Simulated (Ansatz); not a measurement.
LaGa3Pd in space group I-4m2 (No. 119; La on 2a, Ga on 4e, Ga on 2c, Pd on 2d), r²SCAN (plane waves, PAW; program Ansatz), all energies at zero smearing, with the estimated change up to a 700 eV cutoff added, with one set of potentials and settings (totals compare only within such a set). Cell of 5 atoms (1 La, 3 Ga, 1 Pd): -24625.082 eV.

```
element                reference phase  E (eV/atom)
-------  -----------------------------  -----------
La       P6_3/mmc, 4 atoms in the cell   -6264.6784
Ga           Cmce, 4 atoms in the cell   -3790.2689
Pd          Fm-3m, 1 atoms in the cell   -6985.7456
```

Formation energy per atom, worked out: (-24625.082 − 1×(-6264.6784) − 3×(-3790.2689) − 1×(-6985.7456))/5 = -0.770 eV/atom (-74 kJ per mol of atoms), at 0 K, without zero-point energy or fitted corrections.

The workflow started from a Materials Project entry (that database holds measured and hypothetical structures alike); the Crystallography Open Database copy checked does not list it. With Ga and Pd taken as one species the cell has the higher symmetry I4/mmm, so it may be an ordered model of a mixed-site phase. Whether it is the stable phase at ambient conditions was not checked. Symmetry was held in the r²SCAN relaxation; whether a distortion lowers the energy is not shown. No spin polarisation was allowed. The references are the lowest solids computed at this level, not always the standard phases. Scalar-relativistic: spin–orbit coupling is off unless named, which matters more the heavier the elements.

Potentials: the later of the program's two PAW sets.
